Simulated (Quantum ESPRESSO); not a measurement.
# Band energies of BaSnO$_{3}$

```
BaSnO3
1.0
    4.11982     0.00000     0.00000
    0.00000     4.11982     0.00000
    0.00000     0.00000     4.11982
O Sn Ba
3 1 1
Cartesian
  0.00000   2.05991   0.00000
  2.05991   0.00000   0.00000
  0.00000   0.00000   2.05991
  0.00000   0.00000   0.00000
  2.05991   2.05991   2.05991
```

PBE (stringent potentials; pw.x of Quantum ESPRESSO, ONCV potentials, scalar-relativistic); path ΓXMΓRX,MR; energies in eV from the valence-band maximum.

```csv
k (1/Å),point,band 21,band 22,band 23,band 24,band 25,band 26,band 27,band 28
0.00,Γ,-1.05,-1.05,-0.47,-0.47,-0.47,0.96,5.02,5.02
0.38,,-1.40,-1.18,-1.18,-0.67,-0.67,2.90,5.89,5.97
0.76,X,-1.71,-1.13,-1.13,-0.98,-0.98,4.98,6.85,7.17
0.95,,-1.67,-1.20,-1.09,-1.05,-0.80,5.14,6.96,7.41
1.33,,-1.56,-1.47,-1.20,-0.73,-0.16,6.39,7.58,7.71
1.53,M,-1.66,-1.10,-1.10,-0.72,-0.05,6.78,7.83,8.17
1.88,,-1.53,-1.52,-1.24,-0.81,-0.25,5.22,6.93,8.09
2.42,,-1.09,-1.04,-0.90,-0.52,-0.46,1.54,5.24,5.26
2.60,Γ,-1.05,-1.05,-0.47,-0.47,-0.47,0.96,5.02,5.02
2.77,,-1.14,-1.01,-0.86,-0.48,-0.48,1.46,5.21,5.21
3.26,,-1.63,-1.63,-0.55,-0.47,-0.47,4.51,6.86,6.86
3.59,,-1.41,-1.41,-0.28,-0.28,-0.17,5.57,6.25,6.25
3.92,R,-0.71,-0.71,0.00,0.00,0.00,5.32,5.32,5.32
4.08,,-0.94,-0.78,-0.11,-0.10,-0.03,5.43,5.54,5.57
4.54,,-1.68,-1.28,-0.80,-0.78,-0.49,5.68,7.21,7.57
4.85,,-1.72,-1.16,-1.09,-0.98,-0.91,5.08,6.93,7.29
5.00,X,-1.71,-1.13,-1.13,-0.98,-0.98,4.98,6.85,7.17
5.00,M,-1.66,-1.10,-1.10,-0.72,-0.05,6.78,7.83,8.17
5.19,,-1.63,-0.96,-0.96,-0.72,-0.04,6.57,7.56,7.56
5.77,R,-0.71,-0.71,0.00,0.00,0.00,5.32,5.32,5.32
```

The PBE gap is indirect, 0.96 eV, from R to Γ; the smallest direct gap is 1.44 eV.

Spin-orbit splittings are left out. The cell is held in this high symmetry; tilts and polar distortions were not searched.

Geometry relaxed with PBEsol.
